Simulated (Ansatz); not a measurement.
BaF2 (fluorite)

```yaml
crystal:
  lattice:
    - [0.00000, 3.12321, 3.12321]
    - [3.12321, 0.00000, 3.12321]
    - [3.12321, 3.12321, 0.00000]
  atoms:
    - { symbol: Ba, position: [0.00000, 0.00000, 0.00000] }
    - { symbol: F, position: [0.25000, 0.25000, 0.25000] }
    - { symbol: F, position: [0.75000, 0.75000, 0.75000] }
```

The slice is a {111} plane (indices of the conventional cell) through the point (0.250, 0.250, 0.250) (fractional), spanned by u = [100] and v = [-1 2 0] in vectors of this cell: u (4.42 Å) and v (7.65 Å, at 90° to u). It covers one period; positions are fractions (u, v).

These are PBE (plane waves to 420 eV, PAW, scalar-relativistic; Ansatz, a program for electronic structure) values and carry that method's errors. k mesh 9×9×9. Near the nuclei the fields are pseudised (PAW); where an atom keeps semicore shells as valence, they peak there. BaF2 was relaxed with its symmetry unable to fall.

Problem. Predict the map of the electron localisation function (ELF) on the slice.

Solution. 
```
|xx@@##....**##**....##@@|
|%%##::  ++@@@@@@++  ::##|
|==::  ::%%@@@@@@%%::  ::|
|      --%%@@@@@@%%--    |
|      ::**%%@@%%**::    |
|        ..::::::..      |
|            ..          |
|      ..++##%%##++..    |
|      --%%@@xx@@%%--    |
|::..  --%%xxxxxx%%--  ..|
|##**....##@@xx@@##....**|
|@@@@++  ::##%%##::  ++@@|
|@@@@%%::  ::==::  ::%%@@|
|@@@@%%--          --%%@@|
|@@%%**::          ::**%%|
|::::..              ..::|
|..                      |
|%%##++..          ..++##|
|xx@@%%--          --%%@@|
|xxxx%%--  ..::..  --%%xx|
```
Scale: ten equal steps from 0.01 (start of ' ') to 0.87 (end of '@'), in the order ' .:-=+*#%@'. Values: electron localisation function (ELF). The map has 12 points along u (two characters each, u = 0 at the left) and 20 along v (v = 0 in the bottom row). Points within 0.5 Å of a nucleus are blanked (x), as the pseudised field means little there.
